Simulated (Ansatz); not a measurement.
Ag$_{3}$Sn:
```xyz
8
Lattice="4.7688 0.0000 0.0000 0.0000 5.9373 0.0000 0.0000 0.0000 5.1315" Properties=species:S:1:pos:R:3 pbc="T T T"
Ag     2.3844     0.0000     3.4587
Ag     0.0000     2.9686     1.6728
Ag     0.0000     1.4898     4.2943
Ag     0.0000     4.4475     4.2943
Ag     2.3844     1.4789     0.8372
Ag     2.3844     4.4584     0.8372
Sn     0.0000     0.0000     1.7057
Sn     2.3844     2.9686     3.4258
```

Relaxed with PBEsol. Special points in fractions of this cell's reciprocal vectors: Γ (0.000, 0.000, 0.000); X (0.500, 0.000, 0.000); S (0.500, 0.500, 0.000); Y (0.000, 0.500, 0.000); Z (0.000, 0.000, 0.500); U (0.500, 0.000, 0.500); R (0.500, 0.500, 0.500); T (0.000, 0.500, 0.500).

### Question
List the band energies nearest the Fermi level at these points for PBEsol in the plane-wave PAW code Ansatz.

### Answer
In eV from the Fermi level; about four levels below and three above (degenerate sets whole), none deeper than 8.9 eV; points with the same levels are listed once.

| k | below | above |
|---|---|---|
| Γ | -2.58 -2.26 -2.20 -1.04 | 0.44 0.73 1.56 |
| X | -1.48 -1.48 -1.34 -1.34 | 1.37 1.37 4.03 4.03 |
| S | -3.68 -3.68 -3.49 -3.49 | 0.01 0.01 0.60 0.60 |
| Y | -0.42 -0.42 -0.23 -0.23 | 1.08 1.08 2.69 2.69 |
| Z | -2.20 -2.17 -2.14 -0.77 | 0.25 0.32 0.73 |
| U | -1.94 -1.94 -1.64 -1.64 | 0.70 0.70 2.30 2.30 |
| R | -2.90 -2.90 -2.86 -2.86 | 4.68 4.68 4.68 4.68 |
| T | -3.79 -3.79 -3.52 -3.52 | 0.43 0.43 1.22 1.22 |

Space group Pmmn. The first step of the workflow began from a Materials Project structure, measured or hypothetical; the Crystallography Open Database files this formula in space group No. 59, but the cells were not matched. Its standing as an ambient phase is unchecked. Symmetry was held in the PBEsol relaxation; of distortions, only those at the zone centre were tested. The run is not spin-polarised. Spin–orbit coupling is left out wherever it is not named.

Potentials: the later of the program's two PAW sets.
